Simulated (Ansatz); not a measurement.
Relaxed NaCl (rock salt):

```
CELL_PARAMETERS angstrom
      0.00000     5.60772     5.60772
      2.80386     2.80386     5.60772
      2.80386     2.80386     0.00000
ATOMIC_POSITIONS crystal
  Cl 0.00000 0.00000 0.00000
  Cl 0.50000 0.00000 0.00000
  Na 0.00000 0.50000 0.50000
  Na 0.50000 0.50000 0.50000
```

A phonon eigenvector at X = (0.5, 0.5, 0.0) is frozen into this cell: atom i moves by Q times the vector below, so Q is the largest atomic displacement, in Å. The cell is held. It is one choice among 2 degenerate patterns. (q is in reciprocal vectors of the primitive cell; the cell shown is doubled to hold the pattern.)

```csv
atom,x,y,z
Cl1,0.000,-0.727,0.000
Cl2,0.000,0.727,0.000
Na3,0.000,-1.000,0.000
Na4,0.000,1.000,0.000
```

Computed with r2SCAN (plane waves to 500 eV, PAW, scalar-relativistic; Ansatz, a first-principles code). k mesh 10×10×10 (Γ-centred), Fermi-Dirac smearing 0.05 eV. Energies are smeared free energies. NaCl was relaxed with its symmetry unable to fall. ΔE is measured from the undisplaced structure.

| Q (Å) | ΔE (meV/cell) |
|---|---|
| -0.100 | 53.9 |
| -0.067 | 23.2 |
| -0.033 | 5.7 |
| 0.000 | 0.0 |
| 0.033 | 5.7 |
| 0.067 | 23.2 |
| 0.100 | 53.9 |

Question: Which DFPT wavenumber at X = (0.5, 0.5, 0.0) belongs to this mode?
A. 143 cm⁻¹
B. 87 cm⁻¹
C. 182 cm⁻¹

Answer: C, 182 cm⁻¹. The curvature of the scan gives 182 cm⁻¹

(For displaced atoms, the force is minus the slope of the energy, and its curvature is a force constant, which sets phonon frequencies.)
